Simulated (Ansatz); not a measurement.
## Convergence test, GeSbTe3

Computed with Ansatz 0.2.0, DFT PBEsol, scalar-relativistic, plane waves, PAW.

```yaml
crystal:
  lattice:
    - [2.10348, 1.21444, 9.87146]
    - [-2.10348, 1.21444, 9.87146]
    - [0.00000, -2.42889, 9.87146]
  atoms:
    - { symbol: Ge, position: [0.59782, 0.59782, 0.59782] }
    - { symbol: Sb, position: [0.39770, 0.39770, 0.39770] }
    - { symbol: Te, position: [0.99836, 0.99836, 0.99836] }
    - { symbol: Te, position: [0.79258, 0.79258, 0.79258] }
    - { symbol: Te, position: [0.21354, 0.21354, 0.21354] }
```

```
plane-wave cutoff : 420 eV
Γ-centred k-mesh  : 6×6×6
spin treatment    : unpolarised
```

The atoms stay fixed while the smearing width on a coarse mesh is varied. ΔE is the energy extrapolated to zero smearing, less that of the reference run (12×12×12 Γ-centred mesh, Gaussian smearing 0.1 eV). The cell isn't necessarily relaxed at this level. Spin–orbit coupling is left out. Pressure is positive in compression.

```
rule, width (eV)  ΔE (meV/atom)  ΔF, free energy (meV/atom) P (GPa) largest change of a force component (eV/Å)
   Gaussian 0.01          -5.01                       -3.48    -2.56                                       0.082
   Gaussian 0.05          -5.03                       -3.79    -2.56                                       0.079
    Gaussian 0.1          -4.97                       -4.78    -2.54                                       0.081
    Gaussian 0.2              ?                           ?        ?                                           ?
    Gaussian 0.4          -5.98                       -24.4    -2.36                                       0.054
```

Question: Fill in the withheld rows.

Answer: The withheld rows:

```
rule, width (eV)  ΔE (meV/atom)  ΔF, free energy (meV/atom) P (GPa) largest change of a force component (eV/Å)
    Gaussian 0.2          -5.05                       -8.88    -2.50                                       0.071
```

Cost: 5 runs of about 3.1 core-minutes in all, on Intel Xeon Processor @ 2.50GHz (Skylake/Cascade Lake) (shared hosts).